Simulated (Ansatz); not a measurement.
## Sn2Te3Se: computed properties

These are results of Ansatz, DFT PBE, scalar-relativistic, plane waves, PAW, not measurements.

Cutoff 420 eV; k points 12×12×4 on the computed 6-atom cell (Γ-centred); Gaussian smearing, width 0.10 eV; no spin polarisation.

The structure is relaxed at this level of theory with its symmetry kept, and needn't be the ground state of this composition.

```
Sn Te Se
1.0
     4.42560    0.00000    0.00000
    -2.21280    3.83268    0.00000
     0.00000    0.00000   10.70224
Sn Te Se
2 3 1
Direct
  0.33333 0.66667 0.67805
  0.66667 0.33333 0.32195
  0.00000 0.00000 0.50000
  0.33333 0.66667 0.16559
  0.66667 0.33333 0.83441
  0.00000 0.00000 0.00000
```

Q: Formation energy from the elements' standard states (uncorrected)?

A: -0.074 eV/atom.

Q: Kohn–Sham band gap?

A: none (metal).

Q: Density of states at the Fermi level?

A: 4.6 states/eV per cell.

Q: Orbital (Löwdin) character within 0.5 eV of the Fermi level?

A: Te 5p 36 %, Se 4p 32 %, Sn 5p 21 %.

Q: Bader charge by site (e)?

A: Sn (2 in the cell) 0.55, Te (1 in the cell) -0.50, Te (2 in the cell) -0.14, Se (1 in the cell) -0.31.

Spin-orbit coupling is left out, which matters for the bands of heavy elements.

The cell was found from a structure generator's guess, not taken from experiment. Löwdin shares on free-atom orbitals overweight diffuse shells.
